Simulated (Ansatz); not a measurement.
# Ta₂N: rigid cleavage

Method: Ansatz 0.2.0, DFT PBEsol, scalar-relativistic, plane waves, PAW. Settings: plane waves to 420 eV, k-mesh 17×17×5 (Γ-centred), Gaussian smearing 0.15 eV. Spin–orbit coupling is left out, which can shift energies with elements as heavy as these. No spin polarisation. Energies are free energies at this smearing, counted from the undisturbed cell; pressure is positive in compression.

Zero of the scan (relaxed at this level; it needn't be the usual structure):

```xyz
6
Lattice="-3.0786 0.0000 0.0000 -1.5393 -2.6662 0.0000 0.0000 0.0000 9.6465" Properties=species:S:1:pos:R:3 pbc="T T T"
Ta   -3.0786   -1.7774    1.1878
Ta   -3.0786   -1.7774    6.0110
Ta   -1.5393   -0.8887    8.4588
Ta   -1.5393   -0.8887    3.6355
N     0.0000    0.0000    2.4116
N     0.0000    0.0000    7.2349
```

The cut lies on the cell's a–b face, a (0 0 1) plane (indices in the standard cell, whose axes needn't be the Cartesian ones shown) of area 8.21 Å², between layers 2.38 Å apart. Vector c is lengthened by d along the normal with the atoms' Cartesian places fixed: one unrelaxed cut a cell. The cell is metallic on the mesh throughout.

```tsv
d (Å)	energy (J/m²)	traction dE/dd (GPa)
-0.30	0.95	-71.5
-0.15	0.21	-29.4
0.00	0.00	0.0
0.25	0.40	28.5
0.50	1.29	40.1
0.75	2.32	41.4
1.00	3.31	37.2
1.50	4.84	23.8
2.00	5.73	12.3
3.00	6.32	2.2
4.50	6.43	0.1
6.00	6.43	0.0
```

Cost: 12 runs of about 5.1 core-minutes in all, on Arm Neoverse V2 (shared hosts).